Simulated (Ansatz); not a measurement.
Input:

CsPbBr$_{3}$ (cubic perovskite)

```
CsPbBr3
1.0
    6.00308     0.00000     0.00000
    0.00000     6.00308     0.00000
    0.00000     0.00000     6.00308
Cs Pb Br
1 1 3
Direct
  0.00000   0.00000   0.00000
  0.50000   0.50000   0.50000
  0.00000   0.50000   0.50000
  0.50000   0.50000   0.00000
  0.50000   0.00000   0.50000
```

In each cell atom 1 (Cs, nearest neighbour Br at 4.245 Å; its periodic images, 6.0 Å or more away, move with it) moves by s·(0.577, 0.577, 0.577) (along Cartesian [111]), the rest being held.

Calculation: PBE (plane waves to 420 eV, PAW, scalar-relativistic; Ansatz, a first-principles code). k mesh 5×5×5 (Γ-centred), Fermi-Dirac smearing 0.05 eV. Energies are smeared free energies. CsPbBr3 was relaxed with its symmetry unable to fall. Spin-orbit coupling is left out, though Pb is heavy. This is a high-temperature form of CsPbBr3. The zero of ΔE is the undisplaced structure.

The scan covers s from -0.850 to 0.850 Å in 11 points.

Question: Is the energy the same for equal positive and negative displacements?

Answer: Even: the same for both signs. With its periodic images moving along, the atom's site symmetry in this cell is m-3m.

Question: What is the energy change at s = 0.850 Å?

Answer: 79.4 meV/cell.

Question: What force acts on the atom along the line at s = -0.850 Å?

Answer: 0.364 eV/Å.

Question: What is the force constant k = d²E/ds² of this move at s = 0?

Answer: 0.02 eV/Å².

(A displaced cell: forces are minus the slopes of the energy, force constants its curvatures, and phonons follow from these.)
